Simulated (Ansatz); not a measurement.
Here is the system:

Rb$_{2}$AgSbCl$_{6}$:
```yaml
crystal:
  lattice:
    - [0.00000, 5.31423, 5.31423]
    - [5.31423, 0.00000, 5.31423]
    - [5.31423, 5.31423, 0.00000]
  atoms:
    - { symbol: Rb, position: [0.75000, 0.75000, 0.75000] }
    - { symbol: Rb, position: [0.25000, 0.25000, 0.25000] }
    - { symbol: Ag, position: [0.50000, 0.50000, 0.50000] }
    - { symbol: Sb, position: [0.00000, 0.00000, 0.00000] }
    - { symbol: Cl, position: [0.75140, 0.24860, 0.24860] }
    - { symbol: Cl, position: [0.24860, 0.75140, 0.75140] }
    - { symbol: Cl, position: [0.24860, 0.75140, 0.24860] }
    - { symbol: Cl, position: [0.75140, 0.24860, 0.75140] }
    - { symbol: Cl, position: [0.24860, 0.24860, 0.75140] }
    - { symbol: Cl, position: [0.75140, 0.75140, 0.24860] }
```

This is the r²SCAN-relaxed structure.

Q: All from r²SCAN (plane waves, PAW; program Ansatz), unless another level is named. Give the HSE06 gap on the r²SCAN cell.

A: 2.16 eV.

Q: Next, the smallest direct gap on the standard path?

A: 2.67 eV.

Q: What about the valence-band maximum?

A: at X.

Space group Fm-3m. The workflow started from a Materials Project entry (that database holds measured and hypothetical structures alike); the Crystallography Open Database copy checked does not list it. Whether it is the stable phase at ambient conditions was not checked. Symmetry was held in the r²SCAN relaxation; whether a distortion lowers the energy is not shown. The run is not spin-polarised. Spin–orbit coupling is left out wherever it is not named.

Potentials: the later of the program's two PAW sets.
